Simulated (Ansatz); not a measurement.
Structure from Materials Project entry mp-9969 (possibly hypothetical), not relaxed further.

ScSi: DFT, LDA, all-electron LAPW, scalar-relativistic (Ansatz 0.2.0).

```yaml
crystal:
  lattice:
    - [1.9969585645, -4.9534918553, 0.0]
    - [1.9969585645, 4.9534918553, 0.0]
    - [0.0, 0.0, 3.66744889]
  atoms:
    - { symbol: Sc, position: [0.13920703, 0.86079297, 0.75] }
    - { symbol: Sc, position: [0.86079297, 0.13920703, 0.25] }
    - { symbol: Si, position: [0.41943606, 0.58056394, 0.75] }
    - { symbol: Si, position: [0.58056394, 0.41943606, 0.25] }
kpoints:
  mp_grid: { grid: [9, 9, 9] }
  band_path:
    path:
      - [0.0, 0.0, 0.0]
      - [-0.5, 0.5, 0.0]
      - [-0.2906307847, 0.7093692153, 0.0]
      - [0.2906307847, 0.2906307847, 0.0]
      - [0.0, 0.0, 0.0]
      - [0.0, 0.0, 0.5]
      - [0.2906307847, 0.2906307847, 0.5]
      - [-0.2906307847, 0.7093692153, 0.5]
      - [-0.5, 0.5, 0.5]
    npoints: 8
scf:
  occupations: { method: fermi_dirac, width: 0.03 }
hamiltonian:
  xc: lda
  pseudopotentials: { kind: all_electron, lapw: { basis_error: 0.001 } }
output:
  forces: true
  stress: true
  eigenvalues: true
  populations: true
  dos: { projected: true, de: 0.2, e_range: [-14, 8] }
```

Output:

```
Sc: projections on atomic orbitals take those of the free atom 1s2 2s2 2p6 3s2 3p6 3d1 4s2, of charge +0.00 (hamiltonian.pseudopotentials.projection_atoms)
Si: projections on atomic orbitals take those of the free atom 1s2 2s2 2p6 3s2 3p2, of charge +0.00 (hamiltonian.pseudopotentials.projection_atoms)
LAPW: plane waves up to 7.217 Å⁻¹, error target 1.0e-3 eV per atom; small_component_spin mean_spin; Si in spheres of 1.216 Å, 12 of its electrons in bands, Dirac shells []; Sc in spheres of 1.507 Å, 11 of its electrons in bands, Dirac shells []
Engine: ansatz 0.2.0
Pseudopotentials: kind: all_electron
Pseudopotential: Sc, LAPW, valence charge 11, Koelling and Harmon's equation, gaussian nucleus
Pseudopotential: Si, LAPW, valence charge 12, Koelling and Harmon's equation, gaussian nucleus
Functional definition: SPW92
  exchange = slater_x
  correlation = pw_c
Crystal: 4 atoms, lattice volume = 72.556 Å³
Basis set: ecut = 198.45835374339376 eV, 455 PW (Γ), FFT grids on a1+a2, a2, a3, exchange–correlation at level 2
Bands: 28, of which v1, the nominal top of the filled ones, is band 23 counted from 1 (22 counted from 0)
Symmetry: 8 space group operations
Space group: Cmcm (ITA 63), of the structure as read, at distance tolerance 4.2e-5 Å
k-points: 125 of 729
Non-local potential: Sc, projectors of the file, none
Non-local potential: Si, projectors of the file, none
Initial density: superposition of atomic densities (chi_scale 0.1, normalization cell, long waves kept (reshape's long-wave potential 0.00 eV rms))
Initial wavefunctions: plane waves of lowest kinetic energy (no species holds an atomic orbital)
Functional: x = slater, c = lda
iter 1 solved again at ethr=1.48e-3 eV; its pass at ethr=1.00e-1 eV (dr2=6.79e-1 eV) is discarded
SCF iter   1: F=—  HF=-57232.004489 eV  |F-HF|=—  |Δ(HF+E_count)|=         —  Δρ=2.18e-2  dr2=6.82e-1  ethr=1.48e-3  ⟨swp⟩=2.2  Hψ=24336  notcnv=0
preconditioner: auto → Kerker (q_TF=auto, 2.529 Å⁻¹)  [metal: Δε(μ)=0.007 eV  Ē_g=6.061 eV  σ=0.030 eV  W_gap=0.06  n_scr=24 (ndim 8)  ℏωp=16.3 eV  f_vac=0.000  D(μ)=2.94/eV (n_scr^D=26)]
SCF iter   2: F=—  HF=-57231.748941 eV  |F-HF|=—  |Δ(HF+E_count)|=   2.56e-1  Δρ=1.01e-2  dr2=1.39e-1  ethr=1.48e-3  ⟨swp⟩=3.0  Hψ=11938  notcnv=0
SCF iter   3: F=—  HF=-57231.735606 eV  |F-HF|=—  |Δ(HF+E_count)|=   1.33e-2  Δρ=7.82e-3  dr2=1.04e-1  ethr=3.02e-4  ⟨swp⟩=2.0  Hψ=11238  notcnv=0
iter 4 solved again at ethr=3.78e-6 eV; its pass at ethr=2.25e-4 eV (dr2=1.74e-3 eV) is discarded
SCF iter   4: F=—  HF=-57231.716172 eV  |F-HF|=—  |Δ(HF+E_count)|=         —  Δρ=1.18e-3  dr2=1.70e-3  ethr=3.78e-6  ⟨swp⟩=2.6  Hψ=18793  notcnv=0
the basis was enlarged: its passes take 34.7 KiB over the memory plan, 1 of 1 planned eigensolver slots
SCF iter   5: F=—  HF=-57231.715262 eV  |F-HF|=—  |Δ(HF+E_count)|=   9.10e-4  Δρ=3.79e-4  dr2=9.35e-5  ethr=3.69e-6  ⟨swp⟩=3.0  Hψ=11200  notcnv=0
SCF iter   6: F=—  HF=-57231.715168 eV  |F-HF|=—  |Δ(HF+E_count)|=   9.43e-5  Δρ=1.78e-4  dr2=2.84e-5  ethr=2.03e-7  ⟨swp⟩=3.0  Hψ=10894  notcnv=0
SCF iter   7: F=—  HF=-57231.715166 eV  |F-HF|=—  |Δ(HF+E_count)|=   1.98e-6  Δρ=6.21e-5  dr2=5.05e-6  ethr=6.18e-8  ⟨swp⟩=2.0  Hψ=10639  notcnv=0
SCF iter   8: F=—  HF=-57231.715165 eV  |F-HF|=—  |Δ(HF+E_count)|=   1.51e-6  Δρ=1.10e-5  dr2=1.41e-7  ethr=1.10e-8  ⟨swp⟩=2.6  Hψ=10729  notcnv=0
SCF iter   9: F=-57231.715165 eV  HF=-57231.715165 eV  |F-HF|=3.77e-8  |Δ(HF+E_count)|=   3.03e-8  Δρ=4.44e-6  dr2=3.38e-8  ethr=3.06e-10  ⟨swp⟩=3.0  Hψ=10875  notcnv=0
SCF 1 converged in 9 iterations: F = -57231.715165 eV  dr2 = 3.38e-8
NSCF: frozen V_eff on 65 k-points
SCF converged after 9 iterations
Free energy (F): -57231.715165 eV
Harris-Foulkes:  -57231.715165 eV  (|F-HF|=3.77e-8)
Internal energy: -57231.707573 eV  (E = F + TS)
E sigma→0 (E₀):  -57231.711369 eV
Entropy (-TS):   -0.007591 eV (-1.898 meV/atom)
Fermi energy:    11.048490 eV
--- Per-component energies (eV) ---
  E_band       = -1679.086185
  E_kinetic    = 57589.852734
  E_xc         = -3114.985455
  E_electrostatic = -111706.574852  (all electrons and nuclei)
  E_smearing   = -0.007591  (= −TS)
  E_closure    = 0.000000  (closes the sum)
  E_atoms      = -57205.941796  (free atoms, spherical and without spin; not in F)
  Σ components = -57231.715165   (vs F -57231.715165, Δ=0.00e0)
  Basis errors (estimates in eV, not in F): energy 2.5e-4 per atom: plane waves 2.0e-4 (1.1e-4 summed), levels above the bands 8.2e-40, relativity 1.7e-9, radial functions 4.3e-5, core shells 4.6e-8; eigenvalues (radial functions only) 1.6e-6; not estimated: angular momenta, meshes, grids; target (lapw.basis_error) 1.0e-3; muffin-tin radii Si 1.216 Å, Sc 1.507 Å
--- Forces (eV/Å), atoms counted from 1 ---
  atom   1  Sc    -0.00000000     0.05512318    -0.00000000
  atom   2  Sc     0.00000000    -0.05512318     0.00000000
  atom   3  Si     0.00000000     0.08177321     0.00000000
  atom   4  Si    -0.00000000    -0.08177321    -0.00000000
  max |Σ_I F_I| component: 2.78e-17 eV/Å
--- Stress (GPa, compression-positive) ---
       -5.888402      -0.000000       0.000000
       -0.000000      -5.422402       0.000000
        0.000000       0.000000      -5.641736
  P = ⅓ Tr σ = -5.6508 GPa (-56.508 kbar)
--- Band table (eV; the first three rows and the last of 125) ---
  k-point 0: bands = ["-121.7373", "-121.7347", "-78.6002", "-78.5890", "-78.5819", "-78.5739", "-78.5548", "-78.5531", "-37.6674", "-37.6294", "-16.6970", "-16.6239", "-16.5881", "-16.5798", "-16.4827", "-16.4814", "0.1501", "5.1537", "7.8829", "8.8408", "9.4973", "9.8936", "11.0905", "11.7288", "12.4045", "12.8929", "12.9261", "13.4161"]
  k-point 1: bands = ["-121.7372", "-121.7348", "-78.6000", "-78.5898", "-78.5812", "-78.5740", "-78.5548", "-78.5532", "-37.6656", "-37.6300", "-16.6897", "-16.6218", "-16.5881", "-16.5864", "-16.4952", "-16.4870", "0.2860", "5.1956", "7.9813", "8.3610", "8.8471", "10.7605", "11.0144", "11.2459", "12.2953", "12.9221", "13.2613", "13.3656"]
  k-point 2: bands = ["-121.7370", "-121.7350", "-78.5994", "-78.5916", "-78.5797", "-78.5743", "-78.5546", "-78.5533", "-37.6608", "-37.6317", "-16.6691", "-16.6160", "-16.6020", "-16.5885", "-16.5278", "-16.5034", "0.6882", "5.1212", "7.2855", "8.2515", "8.8745", "10.5123", "10.6489", "11.1474", "12.3643", "13.0379", "13.3410", "13.5851"]
  k-point 124: bands = ["-121.7362", "-121.7358", "-78.5971", "-78.5955", "-78.5768", "-78.5757", "-78.5541", "-78.5538", "-37.6439", "-37.6428", "-16.6995", "-16.6923", "-16.6050", "-16.5898", "-16.5009", "-16.4938", "2.5455", "3.5627", "6.3877", "7.3222", "9.4809", "9.7945", "10.7372", "11.1477", "12.2109", "12.6864", "13.1025", "13.4539"]
--- Löwdin populations: 4 sites ---
  site symbol       q [e]
     0     Sc     20.4679
     1     Sc     20.4679
     2     Si     14.4252
     3     Si     14.4252
  spilling = 0.003055 (of n_electrons = 70.000000)
```

populations.tsv:

```
# site	symbol	l	j	q
# orbitals = lowdin
# n_electrons = 70.000000
# spilling = 0.003055
# projection_atom_Sc: 1s2 2s2 2p6 3s2 3p6 3d1 4s2
# projection_atom_Si: 1s2 2s2 2p6 3s2 3p2
0	Sc	0_1S	-	1.999972
0	Sc	0_2S	-	1.998459
0	Sc	0_3S	-	1.961768
0	Sc	0_4S	-	0.464723
0	Sc	1_2P	-	5.999962
0	Sc	1_3P	-	5.988988
0	Sc	2_3D	-	2.053998
1	Sc	0_1S	-	1.999972
1	Sc	0_2S	-	1.998459
1	Sc	0_3S	-	1.961768
1	Sc	0_4S	-	0.464723
1	Sc	1_2P	-	5.999962
1	Sc	1_3P	-	5.988988
1	Sc	2_3D	-	2.053998
2	Si	0_1S	-	1.999816
2	Si	0_2S	-	1.987599
2	Si	0_3S	-	1.286339
2	Si	1_2P	-	5.997503
2	Si	1_3P	-	3.153937
3	Si	0_1S	-	1.999816
3	Si	0_2S	-	1.987599
3	Si	0_3S	-	1.286339
3	Si	1_2P	-	5.997503
3	Si	1_3P	-	3.153937
```
